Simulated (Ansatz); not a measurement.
Input:

Relaxed CsSnI3 (cubic perovskite):

```
CELL_PARAMETERS angstrom
      6.27122     0.00000     0.00000
      0.00000     6.27122     0.00000
      0.00000     0.00000     6.27122
ATOMIC_POSITIONS crystal
  Cs 0.00000 0.00000 0.00000
  Sn 0.50000 0.50000 0.50000
  I  0.00000 0.50000 0.50000
  I  0.50000 0.50000 0.00000
  I  0.50000 0.00000 0.50000
```

In this cell atom 2 (Sn, nearest neighbour I at 3.136 Å; its periodic images, 6.3 Å or more away, move with it) is moved by s along Cartesian [111], unit vector (0.577, 0.577, 0.577); all other atoms and the cell stay fixed.

Method: PBE (plane waves to 420 eV, PAW, scalar-relativistic; Ansatz, a program for electronic structure). k mesh 5×5×5 (Γ-centred), Fermi-Dirac smearing 0.05 eV. E stands for the smeared free energy. CsSnI3 was relaxed with its symmetry unable to fall. Spin-orbit coupling is left out, though I is heavy. The PAW data are Ansatz's earlier set. This is a high-temperature form of CsSnI3. The zero of ΔE is the undisplaced structure.

The scan covers s from -0.630 to 0.630 Å in 11 points.

### Question
Is the energy the same for equal positive and negative displacements?

### Answer
Even: the same for both signs. With its periodic images moving along, the atom's site symmetry in this cell is m-3m.

### Question
What is the energy change at s = 0.630 Å?

### Answer
321 meV/cell.

### Question
What force acts on the atom along the line at s = -0.630 Å?

### Answer
1.53 eV/Å.

(A displaced cell: forces are minus the slopes of the energy, force constants its curvatures, and phonons follow from these.)
